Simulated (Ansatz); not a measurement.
**Calculated with Ansatz: Zn₂CuCl₄, relaxation**

Input:

```yaml
crystal:
  lattice:
    - [0.0, 6.419441, 0.0]
    - [6.927858, -3.20972, 0.0]
    - [0.0, 0.0, -6.410521]
  atoms:
    - { symbol: Cl, position: [0.1496, 0.2992, 0.0] }
    - { symbol: Cl, position: [0.3504, 0.7008, 0.5] }
    - { symbol: Cl, position: [0.8504, 0.7008, 0.0] }
    - { symbol: Cl, position: [0.6496, 0.2992, 0.5] }
    - { symbol: Cl, position: [0.234, 0.0, 0.768] }
    - { symbol: Cl, position: [0.266, 0.0, 0.268] }
    - { symbol: Cl, position: [0.766, 0.0, 0.232] }
    - { symbol: Cl, position: [0.734, 0.0, 0.732] }
    - { symbol: Cu, position: [0.0, 0.0, 0.0] }
    - { symbol: Cu, position: [0.5, 0.0, 0.5] }
    - { symbol: Zn, position: [0.3584, 0.7168, 0.0] }
    - { symbol: Zn, position: [0.1416, 0.2832, 0.5] }
    - { symbol: Zn, position: [0.6416, 0.2832, 0.0] }
    - { symbol: Zn, position: [0.8584, 0.7168, 0.5] }
  symmetry: { tolerance: 0.0003 }
kpoints:
  mp_grid: { grid: [4, 4, 4], shift: [0, 0, 0] }
magnetization:
  spin_polarized: false
scf:
  occupations: { method: fermi_dirac }
  lower_state_search: "off"
hamiltonian:
  pseudopotentials: { kind: paw }
  xc: pbe
basis:
  ecutwfc: 420
  fft_grid_basis: typed
relax:
  max_steps: 60
  cell: { p_target: 0.0 }
  f_tol: 0.03
output:
  forces: true
  stress: true
  eigenvalues: true
  bader: true
  populations: true
  elf: true
  write_potential: true
  volumetric_format: npy
  dos:
    e_range: [-12, 8]
    de: 0.05
    projected: { site_lists: { Cl: [Cl], Cu: [Cu], Zn: [Zn] } }
checkpoint:
  read: saved_state
```

The command:

```bash
ansatz run input.yaml --threads 2 --pin off --max-ram 3584MiB --backend cpu --events-out ev --progress --plain --runs-dir out
```

Origin of the cell: a known structure type with other elements, at an estimated volume, so it need not be a known compound.

The smearing width isn't typed, so it takes its default of 0.1 eV.

The saved state is a converged single point of the same cell.

Steps («new basis» is an SCF on plane waves selected anew at the same cell):

```
step  ΔF (meV/atom)  max force component (eV/Å)  P (GPa)  volume (Å³)  SCF iterations   step was
   1            0.0                       4.081    10.25       285.09               8   accepted
   2         -206.1                       2.076     2.93       298.70               9   accepted
   3         -306.4                       1.168     1.91       294.75               9   accepted
   4         -362.6                       0.725     2.29       290.43               9   accepted
   5         -405.3                       0.660     0.84       294.77               9   accepted
   6         -468.2                       0.218     1.24       299.60               9   accepted
   7         -346.4                       4.765     3.78       312.81               9   rejected
   8         -475.4                       0.086     0.18       310.57              14   accepted
   9         -478.9                       0.092    -0.03       317.86               9   accepted
  10         -481.5                       0.165     0.28       328.37               9   accepted
  11         -485.2                       0.075    -0.15       331.83               8   accepted
  12         -485.3                       0.010     0.02       331.70               6   accepted
  13         -492.5                       0.011     0.57       331.70              13  new basis
  14         -495.0                       0.030     0.02       344.41               8   accepted
  15         -495.1                       0.016    -0.05       348.41              10   accepted
  16         -495.1                       0.010     0.06       348.63               9   accepted
  17         -495.1                       0.005    -0.01       349.18               8   accepted
  18         -495.4                       0.005    -0.03       349.18               9  new basis
```

The starting structure.

Space group Cmce (No. 64); the run's cell has a = 6.419 Å, b = 7.635 Å, c = 6.411 Å, α = 90.00°, β = 90.00°, γ = 114.86°. Shortest distances: Cl–Cu 2.07 Å, Cl–Zn 2.89 Å, Cl–Cl 2.96 Å.

The relaxed structure.

Space group Cmce (No. 64); the run's cell has a = 7.555 Å, b = 7.188 Å, c = 7.557 Å, α = 90.00°, β = 90.00°, γ = 121.70°. Shortest distances: Cl–Zn 2.15 Å, Cl–Cu 2.19 Å, Zn–Zn 2.41 Å, Cl–Cl 3.52 Å.

```
CELL_PARAMETERS angstrom
0.00000 7.55491 0.00000
6.11580 -3.77745 0.00000
0.00000 0.00000 -7.55740
ATOMIC_POSITIONS crystal
Cl 0.22574 0.45148 0.00000
Cl 0.27426 0.54852 0.50000
Cl 0.77426 0.54852 0.00000
Cl 0.72574 0.45148 0.50000
Cl 0.20478 0.00000 0.79565
Cl 0.29522 0.00000 0.29565
Cl 0.79522 0.00000 0.20435
Cl 0.70478 0.00000 0.70435
Cu 0.00000 0.00000 0.00000
Cu 0.50000 0.00000 0.50000
Zn 0.40138 0.80277 0.00000
Zn 0.09862 0.19723 0.50000
Zn 0.59862 0.19723 0.00000
Zn 0.90138 0.80277 0.50000
```

```yaml
Free_energy_lowered_by: 495.4 meV/atom
Volume_change: 22.48 %
Final_pressure: -0.03 GPa
Relaxation_steps_listed: 18
Formation_energy_elements_under_the_same_functional_gases_as_molecules_uncorrected: -0.584 eV/atom
```

Caveats: no dispersion correction, so spacings can come out too large where layers or molecules are weakly bound; no moments, though an odd count or open d shells may carry them; the relaxation held the start's symmetry, so the end may be a saddle point.

It ran for 5.6 min on 2 threads of Intel(R) Xeon(R) 6975P-C (Granite Rapids) (shared host), peak memory 1.1 GiB, from a saved density.
